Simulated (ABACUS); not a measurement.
ABACUS run on P (Cmce, 4 atoms in the cell; from Materials Project mp-157, changed as shown): self-consistent single point.

All values come from this method and carry its errors: PBE, PseudoDojo 0.5 standard norm-conserving PBE (tails mended) pseudopotentials (plane waves; ABACUS 3.10.1).

The change in words: volume scaled by 1.04. Reference geometry (Cmce):
```
P
1.0
    1.64775    -5.46504     0.00000
    1.64775     5.46504     0.00000
    0.00000     0.00000     4.54364
P
4
Direct
  0.40414   0.59586   0.91118
  0.59586   0.40414   0.08882
  0.09586   0.90414   0.41118
  0.90414   0.09586   0.58882
```

Reference input (self-consistent single point, DFT, PBE, plane waves, PseudoDojo 0.5 standard norm-conserving PBE (tails mended) pseudopotentials): KPT = Gamma 5 5 4 0 0 0; basis_type = pw; dft_functional = PBE; ecutwfc = 44 Ry; smearing_method = fd; smearing_sigma = 0.00999582 Ry; potentials = PseudoDojo 0.5 standard norm-conserving PBE (tails mended); symmetry = 1; symmetry_prec = 1e-05; ks_solver = dav; scf_nmax = 100; scf_thr = 1.0e-09 Ry. This run's input differs from it in these lines:

```diff
@@ -27,5 +27,5 @@
 LATTICE_VECTORS
-   3.1137867732  -10.3274288601    0.0000000000
-   3.1137867732   10.3274288601    0.0000000000
-   0.0000000000    0.0000000000    8.5862352089
+   3.1547617048  -10.4633266247    0.0000000000
+   3.1547617048   10.4633266247    0.0000000000
+   0.0000000000    0.0000000000    8.6992219339
 
@@ -37,6 +37,6 @@
 4
-   3.1137867732    1.9799746611    7.8236057976 1 1 1
-   3.1137867732   -1.9799746611    0.7626294113 1 1 1
-   3.1137867732    8.3474541991    3.5304881932 1 1 1
-   3.1137867732   -8.3474541991    5.0557470157 1 1 1
+   3.1547617048    2.0060289805    7.9265570417 1 1 1
+   3.1547617048   -2.0060289805    0.7726648922 1 1 1
+   3.1547617048    8.4572976442    3.5769460748 1 1 1
+   3.1547617048   -8.4572976442    5.1222758591 1 1 1
 # file: KPT
```

The program printed (abridged):

```
 SELF-CONSISTENT
 -------------------------------------------
                                 init_chg = atomic

 PW ALGORITHM --------------- ION=   1  ELEC=   1--------------------------------
 Notice: Threshold on eigenvalues was too large.

 Density error is 0.0581088259369
                          Error Threshold = 0.000292126491277
 E_KohnSham     -55.3930879399       -753.6616257982
 E_Fermi        0.4521523053         6.1518477161

 PW ALGORITHM --------------- ION=   1  ELEC=   2--------------------------------

 Density error is 0.00493839275722
                          Error Threshold = 0.000290544129684
   [... lines left out ...]

 Density error is 9.69820115377e-09
                          Error Threshold = 1.07669083722e-09
 E_KohnSham     -55.3943528592       -753.6788359071
 E_Fermi        0.4705371847         6.4019868332

 PW ALGORITHM --------------- ION=   1  ELEC=   7--------------------------------

 Density error is 4.23048622195e-10
                          Error Threshold = 4.84910057688e-11
 E_KohnSham     -55.3943528614       -753.6788359377
 E_KS(sigma->0) -55.3939364866       -753.6731708683
 E_entropy(-TS) -0.0008327495        -0.0113301389
 E_Fermi        0.4705482806         6.4021378003
 charge density convergence is achieved
 final etot is -753.67883594 eV
 EFERMI = 6.4021378003 eV

 STATE ENERGY(eV) AND OCCUPATIONS    NSPIN == 1
   [... 17 lines left out ...]

 TOTAL-FORCE (eV/Angstrom)
                        P1         0.0000000000        -0.0782090528         0.0972916971
                        P2         0.0000000000         0.0782090528        -0.0972916971
                        P3         0.0000000000         0.0782090528         0.0972916971
                        P4         0.0000000000        -0.0782090528        -0.0972916971

 TOTAL-STRESS (KBAR)
        -9.3510530401        -0.0000000000         0.0000000000
         0.0000000000        -3.7268327451         0.0000000000
         0.0000000000         0.0000000000        -6.6251472164
 TOTAL-PRESSURE: -6.567678 KBAR

 --------------------------------------------
 !FINAL_ETOT_IS -753.6788359376918152 eV
 --------------------------------------------
```

The run converged in 7 iterations. Against the reference run the free energy goes down by 3.6 meV/atom, the pressure goes from 2.15 to -0.66 GPa and the largest force goes from 0.348 to 0.125 eV/Å.

The structure comes from a collection of computed structures, made at another level of theory; the collection holds predicted forms beside known ones.

Cost on one core: about 30 core-seconds (a rough figure).

“Tails mended”: in these copies of the files the far tail of each local potential was reset to the Coulomb form.
